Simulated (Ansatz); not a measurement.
MgS built on the rocksalt prototype, relaxed with r2SCAN, was run in Ansatz under altered settings. All numbers are computed, without spin polarisation but where a row says otherwise.

```
CELL_PARAMETERS angstrom
0.00000 2.60152 2.60152
2.60152 0.00000 2.60152
2.60152 2.60152 0.00000
ATOMIC_POSITIONS crystal
Mg 0.00000 0.00000 0.00000
S 0.50000 0.50000 0.50000
```

The base run's other keys:
```yaml
kpoints:
  mp_grid: { grid: [4, 4, 4] }
hamiltonian:
  xc: hse06
scf:
  occupations: { method: fixed }
  n_extra_bands: 4
```

It takes 11 iterations with 701 plane waves at 420 eV and 8 k points, and leaves a mean stress of -0.06 GPa. The gap over this mesh is 3.800 eV. It ran on 4 threads of Intel(R) Xeon(R) Processor @ 2.50GHz (Skylake/Cascade Lake) (shared host).

Outcomes, with energy and stress as changes against the base:
```csv
setting,outcome,ΔF (meV/atom),Δ mean stress (GPa),gap on the mesh (eV),iterations,wall time
"PBE hybrid, exx coeff 0.5, omega 0.5 1/Å",converged,–,-0.6,3.785,15,31 s
"PBE hybrid, exx coeff 0.2, omega 0.1 1/Å",converged,–,+0.2,3.860,10,27 s
"PBE hybrid, exx coeff 0.1, omega 0.3 1/Å",converged,–,+1.0,3.088,9,22 s
"PBE hybrid, exx coeff 0.75, omega 0.1 1/Å",converged,–,-3.2,7.047,17,25 s
"PBE hybrid, exx coeff -0.2, omega 0.3 1/Å",refused,–,–,–,–,0.15 s
```
A dash marks a value that wasn't obtained or can't be compared. Stress is positive in compression. The base took 24 s.

- PBE hybrid, exx coeff 0.5, omega 0.5 1/Å. That is 50 % exact exchange, screened with ω = 0.5 1/Å, against HSE06's 25 % screened at 0.208 1/Å. The mean stress moves by -0.6 GPa and the gap on the mesh by -0.016 eV (to 3.785). Totals of different functionals aren't comparable.
- PBE hybrid, exx coeff 0.2, omega 0.1 1/Å. That is 20 % exact exchange, screened with ω = 0.1 1/Å, against HSE06's 25 % screened at 0.208 1/Å. The mean stress moves by +0.2 GPa and the gap on the mesh by +0.060 eV (to 3.860). Totals of different functionals aren't comparable. The program warns that on this mesh the truncation of the exchange isn't bounded, so part of the change can be an error of the mesh.
- PBE hybrid, exx coeff 0.1, omega 0.3 1/Å. That is 10 % exact exchange, screened with ω = 0.3 1/Å, against HSE06's 25 % screened at 0.208 1/Å. The mean stress moves by +1.0 GPa and the gap on the mesh by -0.713 eV (to 3.088). Totals of different functionals aren't comparable.
- PBE hybrid, exx coeff 0.75, omega 0.1 1/Å. That is 75 % exact exchange, screened with ω = 0.1 1/Å, against HSE06's 25 % screened at 0.208 1/Å. The mean stress moves by -3.2 GPa and the gap on the mesh by +3.247 eV (to 7.047). Totals of different functionals aren't comparable. The program warns that on this mesh the truncation of the exchange isn't bounded, so part of the change can be an error of the mesh.
- PBE hybrid, exx coeff -0.2, omega 0.3 1/Å. The program doesn't start. Error: invalid value for `hamiltonian.xc.exx.coeff`: must be finite and in (0, 1]; got -0.2

The program warns that its thresholds are loose for a hybrid's stress.

The meshes of the hybrids are coarse, so their gaps aren't converged to the digits shown.
